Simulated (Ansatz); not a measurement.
# A run on Ta$_{3}$N that went wrong

The input below was meant for crystalline Ta$_{3}$N, with PBE, plane waves and PAW in Ansatz.

```yaml
crystal:
  lattice:
    - [3.0322239879, 0.0, 0.0]
    - [-1.516111994, 2.6259830035, 0.0]
    - [0.0, 0.0, 7.524137]
  atoms:
    - { symbol: Ta, position: [0.0, 0.0, 0.5] }
    - { symbol: Ta, position: [0.3333333333, 0.6666666667, 0.17393] }
    - { symbol: Ta, position: [0.6666666667, 0.3333333333, 0.82607] }
    - { symbol: "N", position: [0.0, 0.0, 0.0] }
basis:
  ecutwfc: 420
kpoints:
  mp_grid: { grid: [15, 15, 6] }
hamiltonian:
  xc: pbe
scf:
  occupations: { method: gaussian, width: 0.1 }
output:
  forces: true
  stress: true
  eigenvalues: true
magnetization:
  spin_orbit: true
```

Output, shortened:

```text
Error: inconsistent input (magnetization.spin_orbit, magnetization.noncollinear): true requires noncollinear: true — spin–orbit coupling acts on 2-spinor wavefunctions; set both flags
```

Question: Name the fault and the cure.

Answer: The fault is spin-orbit coupling without non-collinear spin. The coupling acts on two-component spinors. The cure is the spin-orbit key removed, as no coupling was intended (to keep it, non-collinear spin must be switched on).

Mended input, as a difference:

```diff
-magnetization:
-  spin_orbit: true
```

The mended run converges, with no gap, a pressure of -0.71 GPa.